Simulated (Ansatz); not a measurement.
Input, command and steps of an Ansatz relaxation.

```yaml
crystal:
  lattice:
    - [2.5221, 0.0, 0.0]
    - [-1.26105, 2.1842026709, 0.0]
    - [0.0, 0.0, 8.2371]
  atoms:
    - { symbol: C, position: [0.0, 0.0, 0.09375] }
    - { symbol: C, position: [0.0, 0.0, 0.59375] }
    - { symbol: C, position: [0.0, 0.0, 0.40625] }
    - { symbol: C, position: [0.0, 0.0, 0.90625] }
    - { symbol: C, position: [0.3333333333, 0.6666666667, 0.15625] }
    - { symbol: C, position: [0.6666666667, 0.3333333333, 0.65625] }
    - { symbol: C, position: [0.3333333333, 0.6666666667, 0.34375] }
    - { symbol: C, position: [0.6666666667, 0.3333333333, 0.84375] }
basis:
  ecutwfc: 420
kpoints:
  mp_grid: { grid: [12, 12, 4] }
hamiltonian:
  xc: pbe
scf:
  occupations: { method: gaussian, width: 0.02 }
output:
  forces: true
  stress: true
  eigenvalues: true
  write_density: true
  write_potential: true
  elf: true
  volumetric_format: npy
relax:
  adjacent_minimum: "off"
  f_tol: 0.01
  max_steps: 40
```

```bash
ansatz run input.yaml --threads 2 --pin off --max-ram 5120MiB --backend cpu --events-out ev --progress --plain --runs-dir out
```

The calculation used DFT PBE, scalar-relativistic, plane waves, PAW in Ansatz 0.2.0.

Of 4 frames 3 are shown, positions in Å and forces in eV/Å; the SCF threshold varies from step to step.

```xyz
8
Lattice="2.5221 0.0000 0.0000 -1.2611 2.1842 0.0000 0.0000 0.0000 8.2371" Properties=species:S:1:pos:R:3:forces:R:3 pbc="T T T" step=1 free_energy_over_end_meV_per_atom=1.02
C     0.0000    0.0000    0.7722    0.0000    0.0000   -0.3294
C     0.0000    0.0000    4.8908    0.0000    0.0000   -0.3294
C     0.0000    0.0000    3.3463    0.0000    0.0000    0.3294
C     0.0000    0.0000    7.4649    0.0000    0.0000    0.3294
C     0.0000    1.4561    1.2870    0.0000    0.0000   -0.3181
C     1.2611    0.7281    5.4056    0.0000    0.0000   -0.3181
C     0.0000    1.4561    2.8315    0.0000    0.0000    0.3181
C     1.2611    0.7281    6.9501    0.0000    0.0000    0.3181
8
Lattice="2.5221 0.0000 0.0000 -1.2611 2.1842 0.0000 0.0000 0.0000 8.2371" Properties=species:S:1:pos:R:3:forces:R:3 pbc="T T T" step=2 free_energy_over_end_meV_per_atom=0.18
C     0.0000    0.0000    0.7685    0.0000    0.0000   -0.1355
C     0.0000    0.0000    4.8871    0.0000    0.0000   -0.1355
C     0.0000    0.0000    3.3500    0.0000    0.0000    0.1355
C     0.0000    0.0000    7.4686    0.0000    0.0000    0.1355
C     0.0000    1.4561    1.2834    0.0000    0.0000   -0.1369
C     1.2611    0.7281    5.4020    0.0000    0.0000   -0.1369
C     0.0000    1.4561    2.8351    0.0000    0.0000    0.1369
C     1.2611    0.7281    6.9537    0.0000    0.0000    0.1369
8
Lattice="2.5221 0.0000 0.0000 -1.2611 2.1842 0.0000 0.0000 0.0000 8.2371" Properties=species:S:1:pos:R:3:forces:R:3 pbc="T T T" step=4 free_energy_over_end_meV_per_atom=0.00
C     0.0000    0.0000    0.7660    0.0000    0.0000    0.0006
C     0.0000    0.0000    4.8845    0.0000    0.0000    0.0006
C     0.0000    0.0000    3.3526    0.0000    0.0000   -0.0006
C     0.0000    0.0000    7.4711    0.0000    0.0000   -0.0006
C     0.0000    1.4561    1.2807    0.0000    0.0000   -0.0014
C     1.2611    0.7281    5.3992    0.0000    0.0000   -0.0014
C     0.0000    1.4561    2.8379    0.0000    0.0000    0.0014
C     1.2611    0.7281    6.9564    0.0000    0.0000    0.0014
```

The run took 2.5 s on 2 threads of AMD EPYC 9R45 96-Core Processor (Zen 5) (shared host), peak memory 0.42 GiB.